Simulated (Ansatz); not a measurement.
CaF2 (fluorite)

Space group Fm-3m (No. 225); a = b = c = 5.4392 Å, α = β = γ = 90.00°

```tsv
atom	site	symmetry	x	y	z
Ca	4a	m-3m	0.0000	0.0000	0.0000
F	8c	-43m	0.2500	0.2500	0.2500
```
(The calculation used a cell of 3 atoms; values per cell refer to that cell.)

E(V) scan at fixed shape, V₀ the volume above. Symmetry pins the atoms to their sites.

Method: r2SCAN (plane waves to 500 eV, PAW, scalar-relativistic; Ansatz, a first-principles code). k mesh 11×11×11 (Γ-centred), Fermi-Dirac smearing 0.05 eV. Energies are smeared free energies. Stress and pressure are positive under compression. CaF2 was relaxed with its symmetry unable to fall. ΔE is measured from the relaxed starting cell.

| a (Å) | ΔE (kJ/mol of atoms) | P (GPa) |
|---|---|---|
| 5.1321 | 12.73 | 23.1 |
| 5.2123 | 6.58 | 15.3 |
| 5.2901 | 2.70 | 9.0 |
| 5.3657 | 0.62 | 4.0 |
| 5.4392 | 0.00 | 0.0 |
| 5.5108 | 0.54 | -3.2 |
| 5.5805 | 2.01 | -5.8 |
| 5.6486 | 4.23 | -7.9 |
| 5.7151 | 7.04 | -9.5 |

Derived quantities:

Pressure at the smallest volume: 23.1 GPa
Energy cost of the largest compression: 132.0 meV/atom
Energy cost of the largest expansion: 73.0 meV/atom
Bulk modulus B₀ (third-order Birch-Murnaghan fit): 89.5 GPa
Pressure derivative B₀′ (fit): 4.5
Equilibrium volume of the fit: 13.41 Å³/atom
Pressure for 5 % compression (fit): 5.2 GPa

(A scan under strain: stresses follow from slopes of the energy per volume, elastic moduli from its curvatures.)
